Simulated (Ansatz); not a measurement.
Consider the following.

Ag2S:
```xyz
6
Lattice="2.3220 -3.3819 0.0000 2.3220 3.3819 0.0000 0.0000 0.0000 6.9760" Properties=species:S:1:pos:R:3 pbc="T T T"
Ag     2.3220     2.5484     5.2320
Ag     2.3220    -2.5484     1.7440
Ag     2.3220     0.0000     3.4880
Ag     2.3220     0.0000     0.0000
S      2.3220    -1.6181     5.2320
S      2.3220     1.6181     1.7440
```

This is the LDA-relaxed structure. Cartesian axes are those of the cell as given.

Q: All from the program Ansatz at the LDA level (PAW), unless another level is named. Predict the electronic dielectric constant ε∞ (DFPT).

A: 13.6 (xx), 11.9 (yy), 10.3 (zz).

Q: What about the Born charges (a third of the trace)?

A: Ag +0.90 to +0.97, S -1.87 e.

Q: Give the static dielectric constant ε0 (ions relaxed, cell fixed).

A: 20.2 (xx), 14.8 (yy), 20.9 (zz).

Space group Cmcm. The first step of the workflow began from a Materials Project structure, measured or hypothetical; the Crystallography Open Database copy checked does not list it. COD files the formula under space group No. 4, 14, so this cell is another polymorph or a model. Its standing as an ambient phase is unchecked. The LDA relaxation kept the symmetry of its start; phonons on a q-mesh show no instability. No spin polarisation was allowed. Spin–orbit coupling is left out wherever it is not named.

Potentials: the later of the program's two PAW sets.
